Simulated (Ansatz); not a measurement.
Values for one crystal, relaxed and computed with plane-wave PAW PBE (Ansatz code); other levels are named.

| Item | Value |
|---|---|
| Volume per atom | 28.40 Å³ |
| Electronic character | metallic (no gap) |
| Bulk modulus (Birch–Murnaghan fit) | 70.3 GPa |
| Gap with spin–orbit coupling | none (metallic) |
| Density of states at the Fermi level | 1.6 states/eV per atom (mean over ±0.08 eV) |
| Pressure derivative B′ | 3.2 |

Which of these materials gives this?
A) Sn, diamond
B) Ta, diamond
C) In, diamond
D) Y, diamond

B, Ta, diamond

Space group Fd-3m (diamond). The start of the workflow was typed in or built on a structure type; neither database checked (COD, Materials Project) lists it. It is not the phase usual at ambient conditions (space group No. 229). The PBE relaxation kept the symmetry of its start; whether a distortion lowers the energy is not shown. The run is not spin-polarised. Scalar-relativistic: spin–orbit coupling is off unless named, which matters more the heavier the elements.

Potentials: the earlier of the program's two PAW sets.
